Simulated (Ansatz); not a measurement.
## Ca2AsI (R-3m), stationary points along a deformation path

Computed with DFT r2SCAN, scalar-relativistic, plane waves, PAW in Ansatz 0.2.0. Cutoff 500 eV, Γ-centred 12×12×12 k-points, Gaussian smearing of 0.05 eV. No spin polarisation. Energies are free energies at this smearing, counted from the undisturbed cell; pressure is positive in compression.

Reference structure (as given, not relaxed at this level; it stands at -0.2 GPa, and it needn't be the usual structure):

```
Ca As I
1.0
     2.19850    1.26930    7.43000
    -2.19850    1.26930    7.43000
     0.00000   -2.53861    7.43000
Ca As I
2 1 1
Direct
  0.23130 0.23130 0.23130
  0.76870 0.76870 0.76870
  0.50000 0.50000 0.50000
  0.00000 0.00000 0.00000
```

At fixed volume and fractional coordinates, lengths along (0.000, 0.000, 1.000) are scaled against those across it; ρ is that ratio over its starting value. V = 31.101 Å³/atom. Δσ is the stress along the axis less the mean stress across it (compression positive).

```csv
ρ,ΔE (meV/atom),Δσ (GPa),space group
0.850,69.7,5.86,R-3m
0.920,21.1,3.51,R-3m
0.960,6.0,1.95,R-3m
1.000,0.0,0.28,R-3m
1.050,5.1,-1.93,R-3m
1.100,23.5,-4.24,R-3m
1.200,98.1,-9.13,R-3m
```

Task: How does the stress give the slope of the energy, and where is the energy stationary?

Result: Along the path d ln(length) is 2/3 d ln ρ on the axis and −1/3 d ln ρ across it, so dE/d ln ρ = −(2/3) V Δσ: the energy falls with ρ where Δσ is positive. Δσ vanishes or changes sign between ρ = 1.000 and 1.050, a minimum (near 1.01 by linear interpolation). Pairs of stationary points between two samples would go unseen, and could change a minimum read from distant neighbours into a maximum.

Task: Integrate that slope from ρ = 1 to 0.850 by the trapezoid rule.

Result: With V/N in Å³ and 1 eV/Å³ = 160.2 GPa the slopes at ρ = 1.000, 0.960, 0.920, 0.850 are -36, -252, -454, -759 meV/atom per unit of ln ρ. The steps add 5.9 + 15.0 + 48.0 = 68.9 meV/atom, against 69.7 from the energies; the trapezoid rule misses the curvature of the slope within each step.

Forces appear on the atoms along this scan, and letting them relax would lower the energy and soften the response.

Cost: 7 runs of about 9.8 core-minutes in all, on Arm Neoverse V2 (shared hosts).